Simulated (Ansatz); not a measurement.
# Levels of theory for GeOSe (Janus 1T monolayer)

All numbers come from the plane-wave code Ansatz. No magnetic order. The prototype was imposed, so other structures may be more stable.

Structure: GeOSe as a Janus 1T monolayer, at its r2SCAN minimum. In-plane lattice: a = 3.247 Å, b = 3.247 Å, γ = 120.0°; thickness between the outer nuclei 2.47 Å. Ge has 3 O at 2.07 Å and 3 Se at 2.47 Å; O has 3 Ge at 2.07 Å; Se has 3 Ge at 2.47 Å.

```yaml
crystal:
  lattice:
    - [3.24706, 0.00000, 0.00000]
    - [-1.62353, 2.81204, 0.00000]
    - [0.00000, 0.00000, 28.84124]
  atoms:
    - { symbol: Ge, position: [0.00000, 0.00000, 0.32053] }
    - { symbol: O, position: [0.33333, 0.66667, 0.35062] }
    - { symbol: Se, position: [0.66667, 0.33333, 0.26501] }
```
Two periodic directions, a and b.

Relaxed lattice by functional, symmetry kept:

| functional | k mesh | a (Å) | thickness (Å) |
| --- | --- | --- | --- |
| PBE | 12×12×1 | 3.254 | 2.57 |
| r2SCAN | 12×12×1 | 3.247 | 2.47 |
| PBEsol | 12×12×1 | 3.200 | 2.58 |
| LDA | 12×12×1 | 3.157 | 2.60 |
| HSE06 | 6×6×1 | 3.249 | 2.42 |

On this one geometry the levels give:
```tsv
level	k mesh	gap (eV)	kind	edges	least direct gap (eV)	rough cost
LDA	12×12×1	none (overlap 0.65)	–	–	–	13 core-seconds
PBE	12×12×1	none (overlap 0.55)	–	–	–	19 core-seconds
PBE+SOC	12×12×1	none (overlap 0.40)	–	–	–	80 core-seconds
r2SCAN	12×12×1	none (overlap 0.32)	–	–	–	40 core-seconds
HSE06+SOC	6×6×1	0.16	indirect	Γ → M	0.43	23 core-minutes
```
All runs use a smearing of 0.02 eV.
Wave cutoffs: 420 eV, 500 eV (r2SCAN).
Costs come from shared machines and give only the order; PBE's includes the band path. The runs had 4 threads of Arm Neoverse V2 (shared host).

r2SCAN gives no gap: the lowest nominally empty band dips 0.32 eV below the top of the last filled one (its bottom at M, the top at Γ), so the cell is a metal or semimetal at this level. With PBE+SOC the bands overlap by 0.40 eV (counted from 1, band 36 peaks at Γ and band 37 bottoms out at M): no gap.

The levels disagree on the kind of gap: indirect with HSE06+SOC; no gap with LDA, PBE, PBE+SOC, r2SCAN.

Only the levels marked +SOC include spin-orbit coupling.

The meshes of the hybrids are coarse, so their gaps aren't converged to the digits shown.
